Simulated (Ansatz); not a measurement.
# Computed properties of In4SbAs3 (ordering on zincblende)

All numbers come from the PAW code Ansatz. (Calculated; non-magnetic; the phase may be known or hypothetical.)

The cell is an ordered 8-atom cell of In4SbAs3 on the zincblende lattice (P-4m2); cell and atoms were relaxed with r2SCAN. The symmetry is P-4m2 (No. 115, tetragonal); conventional cell a = 4.405 Å, c = 12.428 Å, 30.14 Å³ an atom. As has 4 In at 2.66 Å; In has 4 As at 2.66 Å; In has 2 As at 2.66 Å and 2 Sb at 2.79 Å; Sb has 4 In at 2.79 Å.

```
As In Sb
1.0
     4.40477    0.00000    0.00000
     0.00000    4.40477    0.00000
     0.00000    0.00000   12.42812
As In Sb
3 4 1
Cartesian
  0.0000 0.0000 2.9933
  2.2024 2.2024 0.0000
  0.0000 0.0000 9.4349
  0.0000 2.2024 1.4942
  2.2024 0.0000 10.9339
  0.0000 2.2024 7.9344
  2.2024 0.0000 4.4938
  2.2024 2.2024 6.2141
```

On this one geometry the levels give:
```json
{"level": "PBE", "k mesh": "6×6×2", "gap (eV)": "none (overlap 0.01)", "kind": "–", "edges": "–", "least direct gap (eV)": "–", "rough cost": "2.8 core-minutes"}
{"level": "PBE+SOC", "k mesh": "6×6×2", "gap (eV)": "0.04", "kind": "direct", "edges": "Γ–Z (0.10)", "least direct gap (eV)": "0.04", "rough cost": "12 core-minutes"}
{"level": "r2SCAN", "k mesh": "6×6×2", "gap (eV)": "0", "kind": "–", "edges": "–", "least direct gap (eV)": "–", "rough cost": "2.3 core-minutes"}
{"level": "HSE06", "k mesh": "4×4×2", "gap (eV)": "0.17", "kind": "direct", "edges": "Γ", "least direct gap (eV)": "0.17", "rough cost": "23 core-minutes"}
```
All runs use a smearing of 0.02 eV.
Wave cutoffs: 420 eV, 500 eV (r2SCAN).
Points off the special ones are mesh points or PBE's searched band edges, reused at the other levels.
Costs come from shared machines and give only the order; PBE's includes the band path. The runs had 4 threads of Arm Neoverse N1 (shared host).

The HSE06 gap is direct at Γ: 0.17 eV. With PBE+SOC the gap is 0.04 eV and direct, at Γ–Z (0.10 of the way from Γ). (This is within a few times the smearing of 0.02 eV, so the filling near the edges can be smeared.) With so small a gap spin-orbit coupling can invert the bands, which the size of the gap doesn't show: the edges may have crossed and parted again.

The levels disagree on the kind of gap: direct with PBE+SOC, HSE06; zero gap with r2SCAN; no gap with PBE.

Only the levels marked +SOC include spin-orbit coupling.

Gaps or overlaps of about a tenth of an eV are at the limit of these meshes: between the points read a gap can be smaller or closed.

The meshes of the hybrids are coarse, so their gaps aren't converged to the digits shown.
